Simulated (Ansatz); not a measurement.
GeMo2N:
```
GeMo2N
1.0
    2.95202     0.00000     0.00000
   -1.47601     2.55652     0.00000
    0.00000     0.00000    13.55166
Ge Mo N
2 4 2
Cartesian
  0.00000   1.70435  10.16375
  1.47601   0.85217   3.38792
  0.00000   1.70435   1.32115
  1.47601   0.85217   8.09698
  1.47601   0.85217  12.23051
  0.00000   1.70435   5.45468
  0.00000   0.00000   0.00000
  0.00000   0.00000   6.77583
```
The run is spin-polarised; directions of the spins, atom by atom: 0 0 ↑ ↑ ↑ ↑ 0 0.

Relaxed with r²SCAN. Special points in fractions of this cell's reciprocal vectors: Γ (0.000, 0.000, 0.000); M (0.500, 0.000, 0.000); K (0.333, 0.333, 0.000); A (0.000, 0.000, 0.500); L (0.500, 0.000, 0.500); H (0.333, 0.333, 0.500).

Problem. List the band energies nearest the Fermi level at these points for r²SCAN (plane waves, PAW; program Ansatz).

Solution. In eV from the Fermi level; about four levels below and three above (degenerate sets whole), none deeper than 8.9 eV; points with the same levels are listed once.

```tsv
k	below	above
Γ ↑	-0.12 -0.12 -0.06 -0.06	0.00 0.00 2.79 2.79
M ↑	-1.49 -1.35 -0.65 -0.28	0.31 0.68 0.90
K ↑	-2.72 -2.18 -0.86 -0.86	0.19 0.19 0.40 0.40
A ↑	-0.08 -0.08 -0.08 -0.08	3.06 3.06 3.06 3.06
L ↑	-1.42 -1.42 -0.31 -0.31	0.18 0.18 1.48 1.48
H ↑	-2.47 -2.47 -0.87 -0.87	0.19 0.19 0.39 0.39
Γ ↓	-1.45 -1.45 -1.35 -1.35	0.02 0.11 0.11
M ↓	-3.19 -1.07 -0.96 -0.34	0.40 0.66 1.22
K ↓	-2.34 -1.79 -0.55 -0.55	0.78 0.78 0.80
A ↓	-1.40 -1.40 -1.40 -1.40	0.11 0.11 0.21 0.21 0.21 0.21
L ↓	-1.02 -1.02 0.00 0.00	0.83 0.83 1.93 1.93
H ↓	-2.09 -2.09 -0.56 -0.56	0.78 0.78 0.93 0.93
```

Space group P6_3/mmc. The start of the workflow was typed in or built on a structure type; neither database checked (COD, Materials Project) lists it. Whether it is the stable phase at ambient conditions was not checked. The cell was relaxed with r²SCAN under the symmetry of its start; whether a distortion lowers the energy is not shown. Magnetic state: ferromagnetic, the only order run, not a proven ground state. Other orbital occupations within this spin state were not tried. No Hubbard U is applied. Spin–orbit coupling is left out wherever it is not named.

Potentials: the earlier of the program's two PAW sets.
